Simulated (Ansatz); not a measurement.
Geometry optimisation in Ansatz: input, command and trajectory.

```yaml
crystal:
  lattice:
    - [3.1089068794, 0.0, 0.0]
    - [-1.5544534397, 2.6923923355, 0.0]
    - [0.0, 0.0, 3.3272257595]
  atoms:
    - { symbol: Nb, position: [0.0, 0.0, 0.0] }
    - { symbol: B, position: [0.3333333333, 0.6666666667, 0.5] }
    - { symbol: B, position: [0.6666666667, 0.3333333333, 0.5] }
basis:
  ecutwfc: 420
kpoints:
  mp_grid: { grid: [18, 18, 14] }
hamiltonian:
  xc: pbesol
scf:
  occupations: { method: gaussian, width: 0.1 }
output:
  forces: true
  stress: true
  eigenvalues: true
relax:
  adjacent_minimum: "off"
  f_tol: 0.005
  max_steps: 50
  cell: { stress_tol: 0.05 }
```

```bash
ansatz run input.yaml --threads 1 --pin off --max-ram 2560MiB --backend cpu --events-out ev --progress --plain --runs-dir out
```

All numbers below come from DFT PBEsol, scalar-relativistic, plane waves, PAW (Ansatz 0.2.0).

Of 5 frames 5 are shown, positions in Å and forces in eV/Å; the SCF threshold varies from step to step. Steps run on the plane waves of an earlier cell, with a Pulay correction in the pressure. The basis is chosen afresh for the last frame, the zero of the energies, and at times for earlier ones too; energy and pressure step there, also at an unchanged geometry.

```xyz
3
Lattice="3.1089 0.0000 0.0000 -1.5545 2.6924 0.0000 0.0000 0.0000 3.3272" Properties=species:S:1:pos:R:3:forces:R:3 pbc="T T T" step=1 free_energy_over_end_meV_per_atom=3.58 pressure_GPa=-5.71
Nb    0.0000    0.0000    0.0000    0.0000    0.0000    0.0000
B     0.0000    1.7949    1.6636    0.0000    0.0000    0.0000
B     1.5545    0.8975    1.6636    0.0000    0.0000    0.0000
3
Lattice="3.0962 0.0000 0.0000 -1.5481 2.6814 0.0000 0.0000 0.0000 3.2702" Properties=species:S:1:pos:R:3:forces:R:3 pbc="T T T" step=2 free_energy_over_end_meV_per_atom=0.15 pressure_GPa=1.58
Nb    0.0000    0.0000    0.0000    0.0000    0.0000    0.0000
B     0.0000    1.7876    1.6351    0.0000    0.0000    0.0000
B     1.5481    0.8938    1.6351    0.0000    0.0000    0.0000
3
Lattice="3.0963 0.0000 0.0000 -1.5482 2.6815 0.0000 0.0000 0.0000 3.2888" Properties=species:S:1:pos:R:3:forces:R:3 pbc="T T T" step=3 free_energy_over_end_meV_per_atom=-0.19 pressure_GPa=-0.09
Nb    0.0000    0.0000    0.0000    0.0000    0.0000    0.0000
B     0.0000    1.7877    1.6444    0.0000    0.0000    0.0000
B     1.5482    0.8938    1.6444    0.0000    0.0000    0.0000
3
Lattice="3.0960 0.0000 0.0000 -1.5480 2.6812 0.0000 0.0000 0.0000 3.2885" Properties=species:S:1:pos:R:3:forces:R:3 pbc="T T T" step=4 free_energy_over_end_meV_per_atom=-0.20 pressure_GPa=0.00
Nb    0.0000    0.0000    0.0000    0.0000    0.0000    0.0000
B     0.0000    1.7875    1.6443    0.0000    0.0000    0.0000
B     1.5480    0.8937    1.6443    0.0000    0.0000    0.0000
3
Lattice="3.0960 0.0000 0.0000 -1.5480 2.6812 0.0000 0.0000 0.0000 3.2885" Properties=species:S:1:pos:R:3:forces:R:3 pbc="T T T" step=5 free_energy_over_end_meV_per_atom=0.00 pressure_GPa=-0.03
Nb    0.0000    0.0000    0.0000    0.0000    0.0000    0.0000
B     0.0000    1.7875    1.6443    0.0000    0.0000    0.0000
B     1.5480    0.8937    1.6443    0.0000    0.0000    0.0000
```

Time: 99 s on 1 thread of Intel(R) Xeon(R) Processor @ 2.50GHz (Skylake/Cascade Lake) (shared host), peak memory 0.44 GiB.